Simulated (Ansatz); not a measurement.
Input deck for Ansatz 0.2.0, then the block of the output on the nuclei.

The cell is a structure deposited in the COD.

```yaml
crystal:
  lattice:
    - [4.436, 0.0, 0.0]
    - [-2.218, 3.8416886912, 0.0]
    - [0.0, 0.0, 7.158]
  atoms:
    - { symbol: H, position: [0.3333333333, 0.6666666667, 0.2308] }
    - { symbol: H, position: [0.6666666667, 0.3333333333, 0.7308] }
    - { symbol: H, position: [0.4583, 0.5417, 0.4214] }
    - { symbol: H, position: [0.9166, 0.4583, 0.9214] }
    - { symbol: H, position: [0.4583, 0.9166, 0.4214] }
    - { symbol: H, position: [0.5417, 0.4583, 0.9214] }
    - { symbol: H, position: [0.0834, 0.5417, 0.4214] }
    - { symbol: H, position: [0.5417, 0.0834, 0.9214] }
    - { symbol: "N", position: [0.3333333333, 0.6666666667, 0.3735] }
    - { symbol: "N", position: [0.6666666667, 0.3333333333, 0.8735] }
    - { symbol: F, position: [0.3333333333, 0.6666666667, 0.0] }
    - { symbol: F, position: [0.6666666667, 0.3333333333, 0.5] }
kpoints:
  mp_grid: { grid: [5, 5, 3] }
scf:
  occupations: { method: fermi_dirac, width: 0.02 }
hamiltonian:
  xc: pbe
  pseudopotentials: { kind: paw, frozen_core: stored }
output:
  forces: true
  stress: true
  populations: true
  efg: { quadrupole_moments_barn: { H: 0.00285783, "N": 0.02044 } }
```

```sh
ansatz run input.yaml --threads 1 --pin off --max-ram 3072MiB --backend cpu --events-out ev --progress --plain --runs-dir out
```

Of the output, the block on the nuclei alone is shown; the set-up, the SCF iterations, energies, forces and stress are cut. One atom of each set with nearly equal values is shown.

```
--- PAW observables at the nuclei: V_zz in 10²¹ V/m², potentials from the cell's mean, atoms counted from 1 ---
  atom   1  H  V_zz =    +2.868112   η = 0.0000   by run symmetry: allowed   C_q = +0.1982 MHz
            electrostatic potential = -31.884942 V   contact ρ = none
  atom   3  H  V_zz =    +2.955670   η = 0.0009   by run symmetry: allowed   C_q = +0.2042 MHz
            electrostatic potential = -31.881008 V   contact ρ = none
  atom   9  N  V_zz =    -0.176991   η = 0.0000   by run symmetry: allowed   C_q = -0.0875 MHz
            electrostatic potential = -504.360153 V   contact ρ = none
  atom  11  F  V_zz =    +0.100142   η = 0.0000   by run symmetry: allowed
            electrostatic potential = -731.403678 V   contact ρ = none
```

The run took 1.9 s of wall time (1.9 s of CPU time) and 0.36 GiB at its peak, on 1 thread of Intel Xeon 6975P-C (Granite Rapids) (x86_64; 16 cores open to the job, memory cap 3.0 GiB, no GPU), a shared host with a load of 0.5 a core.

At this cell the principal stresses reach 5 GPa in size with PBE, which can matter for small gradients. The largest force is 1.2 eV/Å, so the atoms aren't at the calculated equilibrium and relaxing them would move these values. The lattice is static: at room temperature ammonium may turn and average the couplings of its hydrogen.
